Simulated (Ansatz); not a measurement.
input.yaml (Ansatz)

```yaml
crystal:
  lattice:
    - [0.0, 2.2396463281, 2.2396463281]
    - [2.2396463281, 0.0, 2.2396463281]
    - [2.2396463281, 2.2396463281, 0.0]
  atoms:
    - { symbol: Sc, position: [0.0, 0.0, 0.0], spin: 0.633 }
hamiltonian:
  xc: r2scan
  pseudopotentials:
    kind: paw
    azcp:
      Sc: "pseudopotentials/Sc.paw.azcp"
basis:
  ecutwfc: 500
  fft_grid_basis: typed
kpoints:
  mp_grid: { grid: [19, 19, 19], shift: [0, 0, 0] }
magnetization:
  spin_polarized: true
scf:
  occupations: { method: fermi_dirac, width: 0.05 }
output:
  stress: true
```

Terminal output

```
Engine: ansatz 0.2.0, aarch64-unknown-linux-gnu
Pseudopotentials: kind: paw
Pseudopotential: Sc, paw, valence charge 11, recommended cutoff 500 eV (meta_gga) 
Functional definition: r2SCAN
  parameter k0 = 0.174
  parameter k1 = 0.065
  parameter a1 = 4.9479
  exchange = r2scan_x(k0 = k0, k1 = k1, a1 = a1)
  correlation = r2scan_c
Crystal: 1 atoms, lattice volume = 22.468 Å³
Basis set: ecut = 500 eV, 537 PW (Γ), exchange–correlation on 96×96×96 points (64 copies of the dense FFT grid, shifted against one another)
Bands: 10, of which v1, the nominal top of the filled ones, is band 6 counted from 1 (5 counted from 0)
Symmetry: 48 space group operations
Space group: Fm-3m (ITA 225), of the structure as read, at distance tolerance 2.8e-5 Å
Magnetic group: BNS 225.116 (UNI 1618), of the structure as read, at distance tolerance 2.8e-5 Å
k-points: 220 of 6859
Non-local potential: Sc, projectors of the file, l = 0: 3, l = 1: 2, l = 2: 3, l = 3: 1
PAW form: soft (Blöchl's): semilocal exchange-correlation on the pseudo side does not see the compensation charge
PAW frozen core: Sc, regenerated for the run's functional (the file was generated under x = pbe(κ = 0.804, μ = 0.2195149727645171), c = pbe(β = 0.06672455060314922))
PAW one-centre angular grid: Sc, 590 points (default); XC on 160 Gauss nodes
Initial density: superposition of atomic densities (chi_scale 0.1, normalization cell)
Starting moments: Σ|m| = 0.633 μB on 1 of 1 site
Initial wavefunctions: pseudopotential atomic-orbital guess
Functional: x = r2scan, c = r2scan; τ floored in thin density (d = 2e-4 eV/Å³)
iter 1 solved again at ethr=2.14e-3 eV; its pass at ethr=3.10e-3 eV (dr2=2.36e-1 eV) is discarded
SCF iter   1: F=—  HF=-2140.427816 eV  |F-HF|=—  |Δ(HF+E_count)|=         —  Δρ=2.83e-2 (↑2.83e-2 ↓7.02e-3)  dr2=2.69e-1  dr2_τ=2.45e-3  dr2_m=4.01e-2  M=0.480 μB ∫|m|=0.480 μB  β_m=1.00  ethr=2.14e-3  ⟨swp⟩=2.0  Hψ=31843  notcnv=0
Mixer restart at iter 1: flushing history
SCF iter   2: F=—  HF=-2140.465163 eV  |F-HF|=—  |Δ(HF+E_count)|=         —  Δρ=9.69e-3 (↑9.69e-3 ↓5.03e-3)  dr2=4.91e-2  dr2_τ=5.56e-4  dr2_m=3.45e-3  M=0.371 μB ∫|m|=0.371 μB  β_m=1.00  ethr=2.14e-3  ⟨swp⟩=3.0  Hψ=8511  notcnv=0
Mixer restart at iter 2: flushing history
...
SCF iter  16: F=—  HF=-2140.468396 eV  |F-HF|=—  |Δ(HF+E_count)|=   3.94e-9  Δρ=6.76e-7 (↑4.92e-7 ↓6.76e-7)  dr2=7.55e-11  dr2_τ=3.01e-12  dr2_m=5.81e-11  M=-0.000 μB ∫|m|=0.000 μB  β_m=1.00  ethr=9.21e-12  ⟨swp⟩=2.1  Hψ=7005  notcnv=0  κ⁻¹=5.0e-8(r=8)
SCF iter  17: F=—  HF=-2140.468396 eV  |F-HF|=—  |Δ(HF+E_count)|=   1.10e-9  Δρ=6.59e-7 (↑6.59e-7 ↓4.87e-7)  dr2=2.52e-11  dr2_τ=3.36e-12  dr2_m=6.49e-11  M=-0.000 μB ∫|m|=0.000 μB  β_m=1.00  ethr=1.00e-12  ⟨swp⟩=1.0  Hψ=13601  notcnv=0  κ⁻¹=9.8e-9(r=8)
SCF iter  18: F=-2140.468396 eV  HF=-2140.468396 eV  |F-HF|=1.23e-10  |Δ(HF+E_count)|=   1.11e-9  Δρ=2.25e-7 (↑2.25e-7 ↓2.00e-7)  dr2=4.72e-13  dr2_τ=4.65e-13  dr2_m=9.22e-12  M=-0.000 μB ∫|m|=0.000 μB  ethr=1.00e-12  ⟨swp⟩=2.0  Hψ=8595  notcnv=0
SCF 1 converged in 18 iterations: F = -2140.468396 eV  dr2 = 4.72e-13
WARN: the starting moments were not kept: the SCF closed with an absolute magnetisation of 2.4e-5 μB, where they sum to 0.633 μB in size (1 site). That is at most 0.1 of that sum. Measured as dr2_m measures the in/out step, that magnetisation stands 8.8e-11 eV from none, at or under the dr2_threshold of 1.0e-7 eV: it is no larger than a step whose dr2_m would equal this threshold. The system may hold no moment; this SCF shows only that its start led to no more than that. To try another start: raise the starting moments (crystal.atoms[].spin, magnetization.per_species, magnetization.initial_magnetization, or on a non-collinear deck that types none of these the spinor_matrix: blocks that start its atoms; where the total moment is fixed, keep their sum and leave initial_magnetization as it is; typed ones take the place of any that the run laid by itself, positive ones on a crystal's lanthanoids without a Hubbard term where scf.initial_density.shell_occupations: [] is typed) or, if the notice of its spin-set hold's release reads "site moments contracting" or "site moments show no strong build", lengthen the hold (scf.mixing.spin_hold: { on: { confirm: 4 } }; for m-r²SCAN on two components see the key's manual first). Each may lead to a state that holds a moment. A second SCF, from the converged charge density, with the starting moments and any scf.initial_density.shell_occupations laid on it anew, would have followed, and was not run: the deck does not ask for one (magnetization.retry_lost_moments is false, the default). To let it run, set magnetization.retry_lost_moments: true and run the deck again, where that key's refused combinations let it; where memory then withholds it, that run's warning says so.
this state was not tested for a lower state beside it, because the mixer in use, unlike msr1, does not test its closes by its own steps (another_mixer; see scf.mixing.algorithm and scf.lower_state_search)
SCF converged after 18 iterations
Magnetization: -0.0000 μB (5.5000 up, 5.5000 down)
Absolute magnetization: 0.0000 μB (∫|ρ↑−ρ↓|, with the PAW one-centre terms)
Spin contamination: 0.0000 ħ² per cell (⟨S²⟩ above its minimum at these occupations)
Per-site moments (μB) at R_I (Å): [(-1.510198373526559e-5, 1.3065270124987256)]
Free energy (F): -2140.468396 eV
Harris-Foulkes:  -2140.468396 eV  (|F-HF|=1.23e-10)
Internal energy: -2140.454454 eV  (E = F + TS)
E sigma→0 (E₀):  -2140.461425 eV
Entropy (-TS):   -0.013941 eV (-13.941 meV/atom)
Fermi energy:    10.461988 eV
--- Per-component energies (eV) ---
  E_band       = -165.309313
  E_kinetic    = 261.975930
  E_local      = -801.411978  (includes V_loc(G=0)·N_el)
  E_nonlocal   = 82.626634
  E_hartree    = 273.041942
  E_xc         = -100.435658
  E_vxc        = -142.023425  (∫ρ·V_xc dr)
  E_paw        = -964.302069  (= ΣΔE_a)
  E_vpaw       = -121.925177  (= ΣTr[D̂ρ^β])
  E_aug_tail   = 0.000005  (compensation charges beyond the density's cutoff)
  E_vtau       = 9.364836  (kinetic-family band-sum trace: ∫τ·v_τ [+ j·A + Jᵃ·Aᵃ] dr)
  E_ewald      = -891.710769
  E_core_change = -0.238492  (= ΣΔE_core)
  E_smearing   = -0.013941  (= −TS)
  E_closure    = 0.000000  (closes the sum)
  Σ components = -2140.468396   (vs F -2140.468396, Δ=0.00e0)
--- Stress (GPa, compression-positive) ---
        6.744011      -0.000000      -0.000000
       -0.000000       6.744011      -0.000000
        0.000000      -0.000000       6.744011
  P = ⅓ Tr σ = 6.7440 GPa (67.440 kbar)
```
